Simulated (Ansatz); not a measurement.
## AuAs in the zincblende structure

Method: PBEsol, scalar-relativistic; no spin polarisation; PAW, 420 eV, 10×10×10 k-mesh, Gaussian smearing of 0.05 eV; code Ansatz; PAW files: Ansatz's generated set soft_2.

Space group F-43m (No. 216). a = 5.737 Å, b = 5.737 Å, c = 5.737 Å, α = 90.00°, β = 90.00°, γ = 90.00°
```json
{"atom": "Au", "site": "4a", "symmetry": "-43m", "x": "0.0000", "y": "0.0000", "z": "0.0000"}
{"atom": "As", "site": "4d", "symmetry": "-43m", "x": "0.2500", "y": "0.2500", "z": "0.7500"}
```

The cell came from substitution into a structure type; whether the compound takes it is for experiment to say.

The cell above was scaled in volume, its shape and atoms being fixed by the lattice's symmetry. Energies are counted from the cell above.

Cell and atoms are those of this level's equilibrium.

```tsv
V (Å³/atom)	ΔE (meV/atom)	P (GPa)
22.66	11.1	4.0
23.13	2.6	1.8
23.60	0.0	0.0
24.07	2.5	-1.6
24.55	?	?
```

Task: Fill in the withheld row.

Result: ΔE (meV/atom): 9.3, P (GPa): -3.0.

Task: What do the points give for the equilibrium volume, the bulk modulus and its pressure derivative (third-order Birch–Murnaghan)?

Result: V0 = 23.60 Å³/atom, B0 = 86 GPa, B0′ = 6.1.

B0·V0 = 86.1 GPa × 23.60 Å³ = 12.69 eV/atom sets the scale: near the minimum ΔE ≈ ½ B0 V0 x², with x = V/V0 − 1, and a pressure of 0.9 GPa squeezes the volume by about 1 %. At the ends of the curve: x = −4.0 % predicts 10.1 meV/atom and the run gives 11.1; x = +4.0 % predicts 10.3 meV/atom and the run gives 9.3. The curve is steeper than the parabola on the compressed side and flatter on the expanded side: the bulk modulus rises with pressure.

Spin–orbit coupling, which matters for such heavy elements, is left out. The run is a metal.
